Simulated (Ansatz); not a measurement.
Relaxed-ion elastic tensor of AlCo (CsCl type, space group No. 221) in GPa (Voigt order), r²SCAN in the plane-wave PAW code Ansatz; density 6.33 g/cm³, 11.26 Å³ per atom.

```
303  140  140  0.0  0.0  0.0
140  303  140  0.0  0.0  0.0
140  140  303  0.0  0.0  0.0
0.0  0.0  0.0  163  0.0  0.0
0.0  0.0  0.0  0.0  163  0.0
0.0  0.0  0.0  0.0  0.0  163
```

**Question.** Is the crystal mechanically stable?

**Answer.** Yes: the smallest eigenvalue of C is 163 GPa.

**Question.** Work out the Voigt, Reuss and Hill averages.

**Answer.** K_V = 194, K_R = 194, K_H = 194; G_V = 130, G_R = 116, G_H = 123 GPa.

**Question.** Give Young's modulus, Poisson's ratio, Pugh's ratio and the universal anisotropy index.

**Answer.** E = 9KG/(3K + G) = 305 GPa; ν = 0.24; K/G = 1.57 (brittle by the Pugh limit of 1.75); A_U = 5G_V/G_R + K_V/K_R − 6 = 0.60.

**Question.** Estimate the sound speeds and the Debye temperature.

**Answer.** v_l = √((K + 4G/3)/ρ) = 7530 m/s, v_t = √(G/ρ) = 4410 m/s, mean 4890 m/s; Θ = (h/k)(3n/4πV)^(1/3) v_m = 650 K.

**Question.** Give the Zener ratio and Young's modulus along [100], [110] and [111].

**Answer.** A = 2C44/(C11 − C12) = 2.00; 1/E = S11 − 2(S11 − S12 − S44/2)Γ with Γ = 0, 1/4, 1/3 gives 215, 320, 382 GPa.

**Question.** Solve the Christoffel equation for the three sound speeds along [100], [110], [111].

**Answer.** Eigenvalues of C_ijkl n_j n_l equal ρv². In km/s, slowest first: [100] 5.07, 5.07, 6.92; [110] 3.59, 5.07, 7.79; [111] 4.14, 4.14, 8.06.

Space group Pm-3m (CsCl type). The cell was relaxed with r²SCAN under the symmetry of its start. The final state is ferromagnetic, the only order run, not a proven ground state. The cell computed holds one magnetic atom, so no antiferromagnetic order was within reach. Other orbital occupations within this spin state were not tried. As this level gives no gap, shear constants depend on the k-mesh and smearing (Fermi–Dirac, 0.1 eV here).

Potentials: the later of the program's two PAW sets.
